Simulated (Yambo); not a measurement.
Yambo run on TiO₂ (space group P2_1/c, No. 14). The wavefunctions come from this Quantum ESPRESSO step (PBEsol, PseudoDojo standard norm-conserving files, scalar-relativistic):

```
&CONTROL
  calculation = 'nscf'
  pseudo_dir = './pseudo'
  outdir = './out'
/
&SYSTEM
  ibrav = 0
  nat = 12
  ntyp = 2
  ecutwfc = 84.0
  ecutrho = 336.0
  occupations = 'fixed'
  force_symmorphic = .true.
  nbnd = 243
/
&ELECTRONS
  conv_thr = 1.2000000000000002e-08
  diago_full_acc = .true.
  diago_thr_init = 1e-08
/
ATOMIC_SPECIES
O 15.9990 O.upf
Ti 47.8670 Ti.upf
CELL_PARAMETERS angstrom
  4.812700000000   0.000000000000   0.000000000000
  0.000000000000   4.871880000000   0.000000000000
 -0.862888000000   0.000000000000   4.966589000000
ATOMIC_POSITIONS crystal
O   0.445360000000   0.742370000000   0.966770000000
O   0.554640000000   0.257630000000   0.033230000000
O   0.554640000000   0.242370000000   0.533230000000
O   0.445360000000   0.757630000000   0.466770000000
O   0.063840000000   0.323030000000   0.351560000000
O   0.936160000000   0.676970000000   0.648440000000
O   0.936160000000   0.823030000000   0.148440000000
O   0.063840000000   0.176970000000   0.851560000000
Ti   0.277440000000   0.447190000000   0.713150000000
Ti   0.722560000000   0.552810000000   0.286850000000
Ti   0.722560000000   0.947190000000   0.786850000000
Ti   0.277440000000   0.052810000000   0.213150000000
K_POINTS automatic
4 2 2 0 0 0
```

Yambo input:

```
rim_cut
gw0
dyson
el_el_corr
HF_and_locXC
ppa
em1d
RandQpts= 1000000
RandGvec= 1 Ry
EXXRLvcs= 84 Ry
VXCRLvcs= 336 Ry
Chimod= "HARTREE"
% BndsRnXp
 5 | 242 |
%
NGsBlkXp= 8 Ry
% LongDrXp
 1.0 | 1.0 | 1.0 |
%
PPAPntXp= 27.2114 eV
% GbndRnge
 1 | 242 |
%
GTermKind= "BG"
DysSolver= "n"
ExtendOut
% QPkrange
 1 | 1 | 48 | 49 |
 2 | 2 | 48 | 49 |
 4 | 4 | 48 | 49 |
 9 | 9 | 48 | 49 |
 10 | 10 | 48 | 49 |
 11 | 11 | 48 | 49 |
 12 | 12 | 48 | 49 |
%
```

k points by index: 1 = Γ, 2 = (0, 0, -0.5), 4 = (0, -0.5, -0.5), 9 = (-0.5, 0, 0), 10 = (-0.5, 0, -0.5), 11 = (-0.5, -0.5, 0), 12 = (-0.5, -0.5, -0.5).

Resulting energies as the program prints them:

```
#    K-point    Band    Eo [eV]    E [eV]    E-Eo [eV]    Vxc [eV]    Vnlxc [eV]    Sc|Eo [eV]    Sc|E [eV]    dSc/dw|Eo [eV]    Re(Z)    Im(Z)
#
    1    48    0.000000    -0.152887    -0.152887    -19.99788    -24.80001    4.602105    4.649246    -8.383776    0.764466    -0.001360
    1    49    2.446295    3.733222    1.286927    -20.15751    -11.95432    -6.539257    -6.916264    -7.970513    0.773445    -0.001516
    2    48    -0.410226    -0.584638    -0.174412    -20.06775    -24.77551    4.480791    4.533350    -8.194523    0.768553    -0.001349
    2    49    2.658205    3.947255    1.289050    -20.47216    -12.23094    -6.564949    -6.952176    -8.172970    0.769019    -0.001664
    4    48    -0.839757    -1.003828    -0.164071    -20.06284    -24.53571    4.259583    4.308804    -8.155782    0.769393    -0.001776
    4    49    2.686140    3.972543    1.286403    -20.42190    -12.36846    -6.383456    -6.767029    -8.112586    0.770334    -0.001570
    9    48    -0.061121    -0.217853    -0.156732    -19.95747    -24.83814    4.675542    4.723943    -8.396853    0.764185    -0.001372
    9    49    2.284541    3.493646    1.209105    -19.68796    -12.05237    -6.080273    -6.426488    -7.790725    0.777419    -0.001395
    10    48    -0.629158    -0.827052    -0.197895    -19.65499    -24.47713    4.563406    4.624241    -8.359506    0.764987    -0.001462
    10    49    2.363767    3.596055    1.232287    -19.99373    -12.26272    -6.141808    -6.498729    -7.880519    0.775429    -0.001418
    11    48    -0.743279    -0.939863    -0.196584    -19.89758    -24.60455    4.450708    4.510384    -8.254573    0.767250    -0.001593
    11    49    2.712716    3.996428    1.283712    -20.29413    -12.10377    -6.525816    -6.906642    -8.071121    0.771238    -0.001859
    12    48    -0.922547    -1.134938    -0.212391    -19.77932    -24.52131    4.465919    4.529606    -8.142951    0.769650    -0.004436
    12    49    2.551979    3.759523    1.207544    -19.88741    -12.31587    -6.011655    -6.363995    -7.938694    0.774146    -0.001510
```
(The two width columns are left out.) Convergence of these settings isn't established.

Geometry of the Materials Project entry, not relaxed at this level.

This is not the ordinary phase of the substance.
